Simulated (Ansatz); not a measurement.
A geometry of ZrO$_{2}$ away from equilibrium: step 2 of the relaxation of a relaxed ZrO2 cell, doubled along one cell vector, shaken by Gaussian noise of σ = 0.08 Å a coordinate. Calculation: r2SCAN (plane waves to 500 eV, PAW, scalar-relativistic; Ansatz, a program for electronic structure). Γ-centred k-mesh 4×7×5 on the run's cell (coarser than for final values), Fermi–Dirac smearing 0.05 eV.

```yaml
crystal:
  lattice:
    - [7.17320, 0.00482, 0.00550]
    - [0.00241, 3.61624, 0.00484]
    - [0.00399, 0.00703, 5.18942]
  atoms:
    - { symbol: Zr, position: [0.98511, 0.00095, 0.99707] }
    - { symbol: Zr, position: [0.49404, 0.99961, 0.99577] }
    - { symbol: Zr, position: [0.23267, 0.51856, 0.49223] }
    - { symbol: Zr, position: [0.73521, 0.49719, 0.50167] }
    - { symbol: O, position: [0.00673, 0.50653, 0.19543] }
    - { symbol: O, position: [0.49120, 0.50420, 0.22090] }
    - { symbol: O, position: [0.97826, 0.49171, 0.69753] }
    - { symbol: O, position: [0.50127, 0.49216, 0.71576] }
    - { symbol: O, position: [0.23914, 0.01081, 0.31564] }
    - { symbol: O, position: [0.75345, 0.00787, 0.29179] }
    - { symbol: O, position: [0.24922, 0.98785, 0.80636] }
    - { symbol: O, position: [0.73876, 0.99054, 0.80037] }
```

Task: What forces act on the atoms (eV/Å)?

Result: 
```
atom     Fx     Fy     Fz
----  -----  -----  -----
Zr1    0.75   0.22   0.32
Zr2   -0.29   0.12   0.94
Zr3    0.79  -0.29   0.79
Zr4   -0.33   0.24  -0.54
O5    -0.22  -0.14  -0.25
O6    -0.04   0.01  -0.72
O7     1.33   0.07   0.28
O8    -1.07   0.07  -0.03
O9     0.07   0.04  -0.61
O10   -0.11  -0.35   0.34
O11   -1.15  -0.05  -0.01
O12    0.27   0.08  -0.51
```

Task: What is the pressure?

Result: +2.2 GPa, compression positive.

Task: How much energy per atom can still be gained by relaxing?

Result: 0.03 eV/atom; the path ends in P4₂/nmc (No. 137).

No spin polarisation in the result.
